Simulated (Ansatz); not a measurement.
BaTiO3 in space group P4mm (No. 99; Ti on 1b, Ba on 1a, O on 1b, O on 2c), r²SCAN in the plane-wave PAW code Ansatz, all energies at zero smearing, with the estimated change up to a 700 eV cutoff added, with one set of potentials and settings (totals compare only within such a set). Cell of 5 atoms (1 Ti, 1 Ba, 3 O): -10183.841 eV.

```csv
element,reference phase,E (eV/atom)
Ti,"P6/mmm, 3 atoms in the cell",-2504.3896
Ba,"Im-3m, 1 atoms in the cell",-5964.4614
O,"C2/m, 4 atoms in the cell, spin-polarised",-566.0281
```

Formation energy per atom, worked out: (-10183.841 − 1×(-2504.3896) − 1×(-5964.4614) − 3×(-566.0281))/5 = -3.381 eV/atom (-326 kJ per mol of atoms), at 0 K, without zero-point energy or fitted corrections.

The r²SCAN relaxation kept the symmetry of its start. At this level the phase is dynamically unstable (imaginary phonons). The run is not spin-polarised. The references are the lowest solids computed at this level, not always the standard phases (solids in place of the gases). Spin–orbit coupling is left out wherever it is not named.

Potentials: the later of the program's two PAW sets.
